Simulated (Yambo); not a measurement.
Yambo run on HgAl2S4 (space group I-4, No. 82). The wavefunctions are PBEsol (pw.x of Quantum ESPRESSO, ONCV potentials, no spin-orbit coupling) ones on a 4×4×4 mesh (25 occupied bands); a = 6.4645 Å, b = 6.4645 Å, c = 6.4645 Å, α = 128.90°, β = 128.90°, γ = 75.16°.

Yambo input:

```
rim_cut
gw0
dyson
el_el_corr
HF_and_locXC
ppa
em1d
RandQpts= 1000000
RandGvec= 1 Ry
EXXRLvcs= 66 Ry
VXCRLvcs= 264 Ry
Chimod= "HARTREE"
% BndsRnXp
 5 | 169 |
%
NGsBlkXp= 2 Ry
% LongDrXp
 1.0 | 1.0 | 1.0 |
%
PPAPntXp= 27.2114 eV
% GbndRnge
 1 | 169 |
%
GTermKind= "BG"
DysSolver= "n"
ExtendOut
% QPkrange
 1 | 1 | 25 | 26 |
 3 | 3 | 25 | 25 |
%
```

k points by index: 1 = Γ, 3 = X.

Table of the .qp output:

```
#    K-point    Band    Eo [eV]    E [eV]    E-Eo [eV]    Vxc [eV]    Vnlxc [eV]    Sc|Eo [eV]    Sc|E [eV]    dSc/dw|Eo [eV]    Re(Z)    Im(Z)
#
    1    25    -0.056647    -0.573701    -0.517054    -13.61618    -16.68875    2.424816    2.555521    -6.877153    0.798253    -0.001473
    1    26    2.023022    2.649876    0.626855    -11.82498    -8.132848    -2.925242    -3.065278    -6.077922    0.817419    -0.001305
    3    25    0.000000    -0.569198    -0.569198    -13.26544    -16.50187    2.520268    2.667238    -7.024603    0.794815    -0.001517
```
(The two width columns are left out.) Convergence of these settings isn't established.

Geometry of the Materials Project entry, not relaxed at this level.
